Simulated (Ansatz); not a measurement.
RuTe (rocksalt structure)

Method: r²SCAN, scalar-relativistic; no spin polarisation; PAW, 500 eV, Γ-centred 12×12×12 mesh, 0.05 eV Gaussian smearing; code Ansatz; PAW files: Ansatz's generated set soft_2.

```
Ru Te
1.0
     0.00000    2.71052    2.71052
     2.71052    0.00000    2.71052
     2.71052    2.71052    0.00000
Ru Te
1 1
Cartesian
  2.7105 2.7105 2.7105
  0.0000 0.0000 0.0000
```

The structure was built from a prototype; whether the compound forms in it isn't claimed.

The cell above was scaled in volume, its shape and atoms being fixed by the lattice's symmetry. Energies are counted from the cell above.

| V (Å³/atom) | ΔE (meV/atom) | P (GPa) |
| --- | --- | --- |
| 19.12 | 13.9 | 5.9 |
| 19.52 | 3.3 | 2.8 |
| 19.91 | 0.0 | 0.0 |
| 20.31 | 3.2 | -2.4 |
| 20.71 | 12.0 | -4.6 |
| 21.31 | 34.6 | -7.4 |

What do the points give for the equilibrium volume, the bulk modulus and its pressure derivative (third-order Birch–Murnaghan)?

V0 = 19.91 Å³/atom, B0 = 130 GPa, B0′ = 5.2.

B0·V0 = 130.0 GPa × 19.91 Å³ = 16.16 eV/atom sets the scale: near the minimum ΔE ≈ ½ B0 V0 x², with x = V/V0 − 1, and a pressure of 1.3 GPa squeezes the volume by about 1 %. At the ends of the curve: x = −4.0 % predicts 12.8 meV/atom and the run gives 13.9; x = +7.0 % predicts 39.8 meV/atom and the run gives 34.6. The lopsidedness is anharmonic: atoms resist being pushed together more than being pulled apart.

For elements this heavy, spin–orbit coupling would shift levels and gaps; it isn't included here. The run is a metal.
